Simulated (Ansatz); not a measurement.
HgPd (L1₀ or tetragonal B2, space group No. 123), r²SCAN (plane waves, PAW; program Ansatz), all energies at zero smearing, with the estimated change up to a 700 eV cutoff added, with one set of potentials and settings (totals compare only within such a set). Cell of 2 atoms (1 Hg, 1 Pd): -20814.032 eV.

| element | reference phase | E (eV/atom) |
|---|---|---|
| Hg | P-1, 3 atoms in the cell | -13827.8306 |
| Pd | Fm-3m, 1 atoms in the cell | -6985.7456 |

Formation energy per atom, worked out: (-20814.032 − 1×(-13827.8306) − 1×(-6985.7456))/2 = -0.228 eV/atom (-22 kJ per mol of atoms), at 0 K, without zero-point energy or fitted corrections.

Space group P4/mmm (L1₀ or tetragonal B2). The workflow started from an entry of the Crystallography Open Database (COD). Whether it is the stable phase at ambient conditions was not checked. The cell was relaxed with r²SCAN under the symmetry of its start; its stability against distortions is not shown here. The run is not spin-polarised. The references are the lowest solids computed at this level, not always the standard phases. Spin–orbit coupling is left out wherever it is not named.

Potentials: the later of the program's two PAW sets.
